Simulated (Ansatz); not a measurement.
CaO:
```cif
data_Ca4O4
_chemical_formula_sum 'Ca4 O4'
_space_group_name_H-M_alt 'Fm-3m'
_space_group_IT_number 225
_space_group_name_Hall '-F 4 2 3'
_cell_length_a 4.78412
_cell_length_b 4.78412
_cell_length_c 4.78412
_cell_angle_alpha 90.000
_cell_angle_beta 90.000
_cell_angle_gamma 90.000
loop_
_atom_site_label
_atom_site_type_symbol
_atom_site_symmetry_multiplicity
_atom_site_Wyckoff_symbol
_atom_site_fract_x
_atom_site_fract_y
_atom_site_fract_z
_atom_site_occupancy
Ca1 Ca 4 a 0.00000 0.00000 0.00000 1
O1 O 4 b 0.50000 0.50000 0.50000 1
```
(The calculation used a cell of 2 atoms; values per cell refer to that cell.)

Relaxed with r²SCAN+D4.

Q: Give the optical modes at the zone centre with their infrared and Raman activity from DFPT, r²SCAN+D4 (plane waves, PAW; program Ansatz).

A: Transverse frequencies, without the LO–TO term; a row sums one degenerate level.

```csv
ω (cm⁻¹),degeneracy,IR ((D/Å)²/amu),Raman (Å⁴/amu),activity,symmetry
288,3,32.84,0,IR,T1u
```

Q: How high does the top mode go among those that the LO–TO term moves?

A: 570 cm⁻¹ for q along x.

The cell was relaxed with r²SCAN+D4 under the symmetry of its start.

Potentials: the later of the program's two PAW sets.
